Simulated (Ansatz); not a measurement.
Ir:
```
CELL_PARAMETERS angstrom
     -1.53792     1.53792     1.53792
      1.53792    -1.53792     1.53792
      1.53792     1.53792    -1.53792
ATOMIC_POSITIONS crystal
  Ir 0.00000 0.00000 0.00000
```

Relaxed with PBEsol. Special points in fractions of this cell's reciprocal vectors: Γ (0.000, 0.000, 0.000); H (0.500, -0.500, 0.500); N (0.000, 0.000, 0.500); P (0.250, 0.250, 0.250).

### Question
List the band energies nearest the Fermi level at these points for PBEsol (plane waves, PAW; program Ansatz).

### Answer
In eV from the Fermi level; about four levels below and three above (degenerate sets whole), none deeper than 8.9 eV; … stands for higher levels left out; points with the same levels are listed once.

```
k                          below           above
-  -----------------------------  --------------
Γ  -3.59 -3.59 -3.59 -0.53 -0.53               …
H                    -7.04 -7.04  1.57 1.57 1.57
N        -5.42 -0.70 -0.12 -0.02          2.28 …
P              -4.70 -4.70 -4.70  0.08 0.08 5.38
```

Space group Im-3m (bcc (W type)). The start of the workflow was typed in or built on a structure type; neither database checked (COD, Materials Project) lists it. It is not the phase usual at ambient conditions (space group No. 225). The cell was relaxed with PBEsol under the symmetry of its start. At this level the phase is mechanically unstable. No spin polarisation was allowed. Spin–orbit coupling is left out wherever it is not named.

Potentials: the later of the program's two PAW sets.
